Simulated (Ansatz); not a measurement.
NbHO₃ in space group Pmm2 (No. 25; Pearson symbol oP5) under volume change, plane-wave PAW r²SCAN (Ansatz code), shape and atoms relaxed at each volume.

```
V (Å³/atom)  E − E(relaxed) (meV/atom)  P (GPa)
-----------  -------------------------  -------
11.584                            45.7    14.18
11.966                            18.8     8.52
12.348                             4.3     3.79
12.730                             0.0     0.00
13.112                             3.6    -2.82
13.494                            12.7    -4.66
13.876                            25.0    -5.48
```

**Question.** What does a third-order Birch–Murnaghan fit give for V₀, B₀ and B′?

**Answer.** V₀ = 12.74 Å³/atom, B₀ = 101 GPa, B′ = 9.0.

The start of the workflow was typed in or built on a structure type; neither database checked (COD, Materials Project) lists it. Its standing as an ambient phase is unchecked. The r²SCAN relaxation kept the symmetry of its start; its stability against distortions is not shown here. The workflow began spin-polarised and lost its moments. The cell computed holds one magnetic atom, so no antiferromagnetic order was within reach.

Potentials: the earlier of the program's two PAW sets.
